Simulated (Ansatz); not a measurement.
In r²SCAN in the plane-wave PAW code Ansatz, TaAl in the L1₀ or tetragonal B2 structure (P4/mmm) relaxes to a = 2.822 Å, c = 4.159 Å. Al has 12 nearest neighbours from 2.82 Å (cuboctahedral). Against the elements it lies at -0.28 eV/atom, with no fitted shifts.

Electronic character: metallic (no gap). Gap from r²SCAN with spin–orbit coupling: none (metallic).

An equation-of-state fit gives a bulk modulus of 166 GPa. Bader charges are Ta -0.32, Al +0.32 e.

The start of the workflow was typed in or built on a structure type; neither database checked (COD, Materials Project) lists it. Its standing as an ambient phase is unchecked. Symmetry was held in the r²SCAN relaxation; whether a distortion lowers the energy is not shown. The run is not spin-polarised. Axis ratios of metals converge slowly with the k-mesh, so a and c are less sure than the volume. The references are the lowest solids computed at this level, not always the standard phases. Spin–orbit coupling is left out wherever it is not named.

Potentials: the earlier of the program's two PAW sets.
